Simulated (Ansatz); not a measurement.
VBiO4:
Space group C2 (No. 5); a = 7.7323 Å, b = 5.4856 Å, c = 5.2625 Å, α = γ = 90.00°, β = 123.83°

```tsv
atom	site	symmetry	x	y	z
V	2a	2	0.0000	0.3615	0.0000
Bi	2b	2	0.5000	0.4288	0.5000
O	4c	1	0.1213	0.1910	0.3355
O	4c	1	0.1930	0.5389	0.0433
```
(The calculation used a cell of 6 atoms; values per cell refer to that cell.)

Relaxed at zero pressure with r²SCAN (plane waves, PAW; program Ansatz).

Q: The volume is lowered by 9 % and shape and atoms relax at that volume. What pressure results, and how do the axes share the change?

A: 3.0 GPa; a -1.8 %, b -5.1 %, c -2.2 %; the energy rises by 11 meV/atom.

Q: Give the new structure.

A: 
Space group C2 (No. 5); a = 7.591 Å, b = 5.205 Å, c = 5.147 Å, α = γ = 90.00°, β = 123.94°

```
atom  site  symmetry       x       y       z
----  ----  --------  ------  ------  ------
V       2a         2  0.0000  0.3648  0.0000
Bi      2b         2  0.5000  0.4050  0.5000
O       4c         1  0.1318  0.1874  0.3436
O       4c         1  0.1917  0.5527  0.0306
```

The phase is kept; no other phase was compared at this pressure.

The first step of the workflow began from a Materials Project structure, measured or hypothetical; the Crystallography Open Database copy checked does not list it. It is not the phase usual at ambient conditions (space group No. 88). Symmetry was held in the r²SCAN relaxation; of distortions, only those at the zone centre were tested. The run is not spin-polarised. No Hubbard U is applied. Scalar-relativistic: spin–orbit coupling is off unless named, which matters more the heavier the elements.

Potentials: the later of the program's two PAW sets.
